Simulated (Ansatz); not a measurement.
Mg:
```cif
data_Mg2
_chemical_formula_sum 'Mg2'
_space_group_name_H-M_alt 'P 1'
_space_group_IT_number 1
_cell_length_a 3.19532
_cell_length_b 3.19532
_cell_length_c 5.10769
_cell_angle_alpha 90.000
_cell_angle_beta 90.000
_cell_angle_gamma 120.000
loop_
_space_group_symop_operation_xyz
  'x, y, z'
loop_
_atom_site_label
_atom_site_type_symbol
_atom_site_fract_x
_atom_site_fract_y
_atom_site_fract_z
_atom_site_occupancy
Mg1 Mg 0.33333 0.66667 0.25000 1
Mg2 Mg 0.66667 0.33333 0.75000 1
```

Relaxed with the program Ansatz at the r²SCAN level (PAW). Indices refer to the conventional cell of P6_3/mmc, a = 3.1953 Å, b = 3.1953 Å, c = 5.1077 Å, α = 90.00°, β = 90.00°, γ = 120.00°.

### Question
Simulate the powder diffraction pattern (Mo Kα, λ = 0.71073 Å; lines above 1 %) up to 2θ = 45°.

### Answer
Simulated powder pattern, Mo Kα, λ = 0.71073 Å (kinematic, ideal powder, no thermal factors, no anomalous dispersion; the 30 strongest lines at most, above 1 %, up to 2θ = 45°):

```csv
2θ (°),d (Å),I/Imax (%),hkl
14.76,2.767,23,(1 0 -1 0)
16.00,2.554,25,(0002)
16.80,2.433,100,(1 0 -1 1)
21.83,1.877,16,(1 0 -1 2)
25.70,1.598,20,(1 1 -2 0)
28.37,1.450,21,(1 0 -1 3)
29.77,1.384,3.0,(2 0 -2 0)
30.42,1.354,22,(1 1 -2 2)
30.86,1.335,16,(2 0 -2 1)
32.32,1.277,3.0,(0004)
33.97,1.217,3.7,(2 0 -2 2)
35.70,1.159,3.1,(1 0 -1 4)
38.65,1.074,6.7,(2 0 -2 3)
39.73,1.046,2.0,(2 1 -3 0)
40.59,1.025,11,(2 1 -3 1)
41.74,0.997,6.5,(1 1 -2 4)
43.08,0.968,2.8,(2 1 -3 2)
43.53,0.958,4.0,(1 0 -1 5)
44.51,0.938,1.2,(2 0 -2 4)
```

The cell was relaxed with r²SCAN under the symmetry of its start; of distortions, only those at the zone centre were tested. Axis ratios of metals converge slowly with the k-mesh, so a and c are less sure than the volume.

Potentials: the earlier of the program's two PAW sets.
